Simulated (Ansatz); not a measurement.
YSi:
```
YSi
1.0
    3.53797     0.00000     0.00000
    0.00000     3.53797     0.00000
    0.00000     0.00000     3.53797
Y Si
1 1
Direct
  0.00000   0.00000   0.00000
  0.50000   0.50000   0.50000
```

Relaxed with PBE. Special points in fractions of this cell's reciprocal vectors: Γ (0.000, 0.000, 0.000); X (0.000, 0.500, 0.000); M (0.500, 0.500, 0.000); R (0.500, 0.500, 0.500).

Question: List the band energies nearest the Fermi level at these points for the program Ansatz at the PBE level (PAW).

Answer: In eV from the Fermi level; about four levels below and three above (degenerate sets whole), none deeper than 8.9 eV; points with the same levels are listed once.

```
k                    below           above
-  -----------------------  --------------
Γ              -0.97 -0.97  1.38 1.38 1.38
X  -7.49 -4.94 -0.21 -0.21  0.16 4.26 4.81
M  -7.30 -2.43 -2.43 -0.87  1.81 1.81 2.78
R  -5.18 -3.70 -3.70 -3.70  3.55 3.55 3.55
```

Space group Pm-3m (CsCl type). The cell is a constructed one: a structure type filled with these elements; neither database checked (COD, Materials Project) lists it. Its standing as an ambient phase is unchecked. The PBE relaxation kept the symmetry of its start. At this level the phase is mechanically unstable. No spin polarisation was allowed. Spin–orbit coupling is left out wherever it is not named.

Potentials: the later of the program's two PAW sets.
